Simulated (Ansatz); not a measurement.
The start is a relaxed WS2 cell, doubled along one cell vector, shaken by Gaussian noise of σ = 0.08 Å a coordinate. Cell shape, volume and atoms are optimised at zero target pressure with r2SCAN (plane waves to 500 eV, PAW, scalar-relativistic; Ansatz, an electronic-structure program). The first steps use a coarse 3×6×6 k-mesh.

Input geometry:
```
CELL_PARAMETERS angstrom
     -5.76677     5.76677     5.64102
      2.88338    -2.88338     2.82051
      2.88338     2.88338    -2.82051
ATOMIC_POSITIONS crystal
  S  0.07993 0.66123 0.83129
  S  0.59371 0.68301 0.84402
  S  0.15470 0.15301 0.45329
  S  0.66365 0.15634 0.49063
  S  0.35182 0.83786 0.49264
  S  0.84555 0.84240 0.52689
  S  0.42045 0.32255 0.16240
  S  0.92551 0.32537 0.14524
  W  0.37573 0.74286 0.00750
  W  0.89673 0.78280 0.04547
  W  0.12552 0.26368 0.00820
  W  0.62615 0.25381 0.99755
```

Q: How large is the pressure on the unrelaxed cell, and of which sign?

A: +3 GPa (positive: the cell is compressed).

Q: What is the largest force in the starting geometry, and on which atom (counted from 1)?

A: About 2.8 eV/Å, on W10 (atoms numbered as listed).

Q: By how much does the energy per atom fall from start to end?

A: 0.39 eV/atom.

Q: How does the volume change?

A: +23.8 %, from 15.63 to 19.36 Å³/atom.

Q: How do the shortest distances between atoms change?

A: The closest pairs of elements (up to four, under 3.6 Å), start → end: S–W 2.22 → 2.31 Å; W–W 2.76 → 3.10 Å; S–S 2.77 → 2.78 Å.

Q: Is the relaxed structure metallic? Give its gap.

A: No gap (metallic).

Q: Write out the relaxed structure.

A: 
Space group C2/c (No. 15); a = 7.5502 Å, b = 5.9157 Å, c = 6.0125 Å, α = γ = 90.00°, β = 120.10°

```csv
atom,site,symmetry,x,y,z
S,8f,1,0.3428,0.2655,0.3514
W,4e,2,0.0000,0.0640,0.2500
```
(The calculation used a cell of 6 atoms; values per cell refer to that cell.)

Final values are on a 11×11×9 k-mesh of the relaxed cell. No spin polarisation in the result.

The relaxed structure here is a generated cell of WS2: the first start was made by placing the elements on the sites of a structure type, and the end was not matched to a known phase here, so it may be hypothetical. Known forms of WS2 include space group No. 194.
